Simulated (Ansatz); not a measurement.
Lattice vibrations of HgTe at Γ at 30 GPa

Level of theory: Ansatz 0.2.0, DFT LDA, scalar-relativistic, plane waves, PAW. Cutoff 420 eV, 12×12×12 k-points (Γ-centred), Fermi-Dirac smearing of 0.15 eV. No spin polarisation. Phonons by linear response, acoustic sum rule imposed.

The cell, relaxed at 30 GPa:
```
Hg Te
1.0
     0.00000    2.91435    2.91435
     2.91435    0.00000    2.91435
     2.91435    2.91435    0.00000
Hg Te
1 1
Direct
  0.00000 0.00000 0.00000
  0.75000 0.75000 0.75000
```

In a metal, frequencies and elastic constants depend on the k mesh and the smearing, soft modes and shear constants most. Spin–orbit coupling is left out, which can shift energies with elements as heavy as these. Other phases may be more stable at this pressure.

Optical modes at Γ; i marks an imaginary frequency:
| frequency (meV) | degeneracy |
| --- | --- |
| 25.5 | 3 |

All 3 optical modes at Γ are real: no displacement of atoms at fixed cell lowers the energy to second order. Strains and modes at other wave vectors aren't tested by this run.

The bands only touch here, so at this level the crystal is a zero-gap semiconductor or semimetal, not an ordinary metal; spin–orbit coupling, left out, can open or move such a gap.

Cost: 1 run of about 0.57 core-minutes, on Intel Xeon Platinum 8488C (Sapphire Rapids) (shared hosts).